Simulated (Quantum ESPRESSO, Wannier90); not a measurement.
GaN (wurtzite): Wannier90 run

```xyz
4
Lattice="3.1889 0.0000 0.0000 -1.5945 2.7617 0.0000 0.0000 0.0000 5.1924" Properties=species:S:1:pos:R:3 pbc="T T T"
Ga    -1.5945     0.9206     2.5914
Ga     1.5945    -0.9206    -0.0048
N     -1.5945     0.9206    -0.6443
N      1.5945    -0.9206     1.9519
```

Structure: Materials Project mp-804, symmetrised, not relaxed again. COD (Crystallography Open Database) has the formula in 2 space groups, this one among them (matched by group alone). Method: PBEsol plane waves in Quantum ESPRESSO 7.5 (PseudoDojo norm-conserving files, 68 Ry, spinors with spin-orbit coupling), Bloch states on a 6×6×4 mesh through Γ, Wannier90 4.0.1. Density: 12×12×6 mesh, cold smearing 0.01 Ry.

A tight-binding model is made by disentanglement and projection with no localisation steps (num_iter = 0), so the 32 orbitals stay atom-like: hydrogen-like Ga: s;p; N: s;p, axes along x, y, z; frozen window up to 3.38 eV relative to the valence-band maximum. It follows pw.x to 3.8 meV rms for states up to 2.9 eV relative to the valence-band maximum. Matrix elements depend on this choice of orbitals and windows. Bands 5–24 (Ga 3d 90 %, N 2s 5 %) lie between the kept ones and are excluded.

Question: What are the on-site energies relative to the valence-band maximum, and how fast do the hoppings decay?

Answer: 
```json
[
 {"atom": "Ga1", "orbitals": "s↑ s↓", "energy (eV)": "2.68"},
 {"atom": "Ga1", "orbitals": "pz↑ pz↓ px↑ px↓ py↑ py↓", "energy (eV)": "8.22"},
 {"atom": "Ga2", "orbitals": "s↑ s↓", "energy (eV)": "2.68"},
 {"atom": "Ga2", "orbitals": "pz↑ pz↓ px↑ px↓ py↑ py↓", "energy (eV)": "8.22"},
 {"atom": "N3", "orbitals": "s↑ s↓", "energy (eV)": "-12.45"},
 {"atom": "N3", "orbitals": "pz↑ pz↓", "energy (eV)": "-0.24"},
 {"atom": "N3", "orbitals": "px↑ px↓ py↑ py↓", "energy (eV)": "-0.20"},
 {"atom": "N4", "orbitals": "s↑ s↓", "energy (eV)": "-12.45"},
 {"atom": "N4", "orbitals": "pz↑ pz↓", "energy (eV)": "-0.24"},
 {"atom": "N4", "orbitals": "px↑ px↓ py↑ py↓", "energy (eV)": "-0.20"}
]
```

```
distance of the centres (Å)  largest modulus (eV)
---------------------------  --------------------
1–2                                           2.8
2–3                                           3.4
3–4                                          0.99
4–5                                          0.14
5–6                                          0.23
6–7                                         0.038
7–8                                         0.034
```
